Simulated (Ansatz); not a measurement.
Here is the system:

Al2O3 (corundum)

```cif
data_Al12O18
_chemical_formula_sum 'Al12 O18'
_space_group_name_H-M_alt 'R-3c :H'
_space_group_IT_number 167
_space_group_name_Hall '-R 3 2"c'
_cell_length_a 4.77316
_cell_length_b 4.77316
_cell_length_c 13.01337
_cell_angle_alpha 90.000
_cell_angle_beta 90.000
_cell_angle_gamma 120.000
loop_
_atom_site_label
_atom_site_type_symbol
_atom_site_symmetry_multiplicity
_atom_site_Wyckoff_symbol
_atom_site_fract_x
_atom_site_fract_y
_atom_site_fract_z
_atom_site_occupancy
Al1 Al 12 c 0.00000 0.00000 0.14797 1
O1 O 18 e 0.30585 0.30585 0.25000 1
```
(The calculation used a cell of 10 atoms; values per cell refer to that cell.)

Equation-of-state scan: isotropic scaling of the cell above, V₀ being its volume. The atoms relax within the cell's symmetry.

Level of theory: PBEsol (plane waves to 420 eV, PAW, scalar-relativistic; Ansatz, a first-principles code). k mesh 8×8×8 (Γ-centred), Fermi-Dirac smearing 0.05 eV. E stands for the smeared free energy. Compression counts positive. With the shape held, the modulus is that of even scaling; a crystal free to change shape is softer. Al2O3 was relaxed with its symmetry unable to fall. The PAW data are Ansatz's earlier set. ΔE is measured from the relaxed starting cell.

The scan covers V/V₀ from 0.940 to 1.060 in 13 points.

What is ΔE at V/V₀ = 0.940?

25.8 meV/atom.

What is ΔE at V/V₀ = 1.060?

21.1 meV/atom.

What pressure does the cell carry at V/V₀ = 0.940?

17.0 GPa.

(Under strain, the slope of the energy per volume gives the stress and its curvature an elastic modulus.)
